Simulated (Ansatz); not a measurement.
## Levels of theory for YLuAs2 (ordering on rocksalt)

All numbers come from Ansatz. Non-magnetic throughout. Whether this structure exists isn't addressed.

An ordered 4-atom cell of YLuAs2 on the rocksalt lattice (R-3m), relaxed with r2SCAN. Space group R-3m (No. 166), trigonal; conventional cell a = 4.070 Å, c = 19.898 Å, 23.79 Å³ an atom. Around Y lie 6 As at 2.90 Å; around Lu lie 6 As at 2.85 Å; around As lie 3 Lu at 2.85 Å and 3 Y at 2.90 Å.

```xyz
4
Lattice="2.0352 1.1750 6.6326 -2.0352 1.1750 6.6326 0.0000 -2.3500 6.6326" Properties=species:S:1:pos:R:3 pbc="T T T"
Y     2.0352    1.1750    6.6326
Lu    0.0000    0.0000    9.9490
As    0.0000    0.0000    4.9323
As    0.0000    0.0000   14.9657
```

Relaxed lattice by functional, symmetry kept:
```tsv
functional	k mesh	a (Å)	c (Å)	volume (Å³/atom)
PBE	6×6×6	4.075	19.947	23.91
r2SCAN	6×6×6	4.070	19.898	23.79
```

Gaps on the r2SCAN cell, each the least over its mesh and the special points:
```
  level  k mesh             gap (eV)  kind  edges  least direct gap (eV)       rough cost
    PBE   8×8×8  none (overlap 1.02)     –      –                      –  40 core-seconds
PBE+SOC   8×8×8  none (overlap 1.14)     –      –                      –   5 core-minutes
 r2SCAN   8×8×8  none (overlap 0.70)     –      –                      –  90 core-seconds
```
All runs use a smearing of 0.02 eV.
Wave cutoffs: 420 eV, 500 eV (r2SCAN).
Costs come from shared machines and give only the order; PBE's includes the band path. The runs had 2 threads of Arm Neoverse N1, on a shared host.

r2SCAN gives no gap: the lowest nominally empty band dips 0.70 eV below the top of the last filled one (its bottom at F, the top at Γ), so the cell is a metal or semimetal at this level. PBE+SOC gives no gap: the lowest nominally empty band dips 1.14 eV below the top of the last filled one (its bottom at F, the top at Γ), so the cell is a metal or semimetal at this level.

No level opens a gap, but no hybrid is among them, and semilocal functionals can close a real gap.

Only the levels marked +SOC include spin-orbit coupling.
